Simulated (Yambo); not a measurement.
```xyz
4
Lattice="4.1688 0.0000 0.0000 -2.0844 3.6103 0.0000 0.0000 0.0000 6.7796" Properties=species:S:1:pos:R:3 pbc="T T T"
S      2.0844     1.2034     5.9442
S      0.0000     2.4069     2.5544
Cd     2.0844     1.2034     3.3913
Cd     0.0000     2.4069     0.0015
```

CdS (wurtzite, space group P6_3mc, No. 186): mean Im ε in 1 eV windows above the direct gap of 2.13 eV, for different electron-hole kernels (Yambo, broadening 0.15 eV, PBE (pw.x of Quantum ESPRESSO, ONCV potentials, scalar-relativistic) bands; 9×9×4 mesh, 6 valence and 4 conduction bands, static screening with 63 bands and a 4 Ry block, scissor 0.97 eV, Tamm-Dancoff; field along x).

```json
[
 {"window (eV)": "2.1 to 3.1", "independent quasiparticles": "1.2", "RPA (no attraction)": "1.1", "BSE": "2.2"},
 {"window (eV)": "3.1 to 4.1", "independent quasiparticles": "1.9", "RPA (no attraction)": "1.8", "BSE": "4.3"},
 {"window (eV)": "4.1 to 5.1", "independent quasiparticles": "3.8", "RPA (no attraction)": "3.4", "BSE": "6.3"},
 {"window (eV)": "5.1 to 6.1", "independent quasiparticles": "5.9", "RPA (no attraction)": "5.4", "BSE": "4.9"},
 {"window (eV)": "6.1 to 7.1", "independent quasiparticles": "5.7", "RPA (no attraction)": "4.8", "BSE": "4.7"}
]
```

This run doesn't resolve bound excitons or single peaks, so only averages are given, and they too depend on the mesh; weight that the attraction moves below the gap isn't listed. All transitions below 7.63 eV are in the band window. The scissor comes from a G0W0 run whose convergence isn't established.

Spin-orbit splittings are left out.

Geometry of the Materials Project entry, not relaxed at this level.
